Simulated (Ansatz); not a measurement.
## Guessed and relaxed cells of SmIn2As3

Recipe of this trial structure of SmIn2As3: random cell by space group and Wyckoff sites (P6/mmm, No. 191). Lengths were set from tabulated atomic sizes, so they are only a guess.

start.cif

```cif
data_structure
_symmetry_space_group_name_H-M 'P 1'
_symmetry_Int_Tables_number 1
_cell_length_a 5.9317
_cell_length_b 5.9317
_cell_length_c 5.7607
_cell_angle_alpha 90.000
_cell_angle_beta 90.000
_cell_angle_gamma 120.000
_cell_volume 175.53
loop_
_atom_site_label
_atom_site_type_symbol
_atom_site_fract_x
_atom_site_fract_y
_atom_site_fract_z
_atom_site_occupancy
Sm1 Sm 0.00000 0.00000 0.00000 1
In1 In 0.33333 0.66667 0.50000 1
In2 In 0.66667 0.33333 0.50000 1
As1 As 0.50000 0.00000 0.00000 1
As2 As 0.00000 0.50000 0.00000 1
As3 As 0.50000 0.50000 0.00000 1
```

These are results of DFT PBE, scalar-relativistic, plane waves, PAW, and for the lanthanide a 4f-in-core norm-conserving potential, in Ansatz, not measurements. Cutoff 690 eV, Gaussian smearing, Γ-centred meshes. Cell and atoms relax first on a coarse mesh and then on a finer one. In between, the cell is made exact in the group found at 0.06 Å. In metals the finer mesh still leaves noise of several meV/atom or more. The steps can't lower the symmetry of their start. No spin polarisation.

end.cif

```cif
data_structure
_symmetry_space_group_name_H-M 'P 1'
_symmetry_Int_Tables_number 1
_cell_length_a 5.9333
_cell_length_b 5.9333
_cell_length_c 5.4893
_cell_angle_alpha 90.000
_cell_angle_beta 90.000
_cell_angle_gamma 120.000
_cell_volume 167.35
loop_
_atom_site_label
_atom_site_type_symbol
_atom_site_fract_x
_atom_site_fract_y
_atom_site_fract_z
_atom_site_occupancy
Sm1 Sm 0.00000 0.00000 0.00000 1
In1 In 0.33333 0.66667 0.50000 1
In2 In 0.66667 0.33333 0.50000 1
As1 As 0.50000 0.00000 0.00000 1
As2 As 0.00000 0.50000 0.00000 1
As3 As 0.50000 0.50000 0.00000 1
```

The symmetry stays P6/mmm (No. 191). The volume per atom shrinks by 4.7 %, from 29.3 to 27.9 Å³. The shortest distance stays 2.97 Å (Sm–As and As–As).

```
Volume per atom                          : 27.89 Å³
Density                                  : 6.00 g/cm³
Energy over the elements                 : −0.16 eV/atom
Gap on the 6×6×8 mesh of the 6-atom cell : 0 eV (a metal)
```

Energies over the elements count from the elements' standard structures at the same level, with no fitted energy shifts.

The last run used Gaussian smearing of 0.10 eV. The reference form of As is held partly by dispersion forces, which this level lacks. Symmetry constrained the relaxation, so the result can be a saddle point. In all, the 3 runs took 6.2 min on 1 thread of Arm Neoverse V1, on a shared host. Another cell of SmIn2As3 relaxed alike, in P-3m1, lies 0.30 eV/atom lower, so this cell isn't the stable form at this level.

The lanthanide is trivalent by construction, without f bands, f moments or other valences. The reference runs of the other elements, and any phases without the lanthanide, used 420 eV, which shifts energies against them by under 10 meV/atom. The lanthanide's reference is the lowest of its hcp, dhcp and fcc cells.
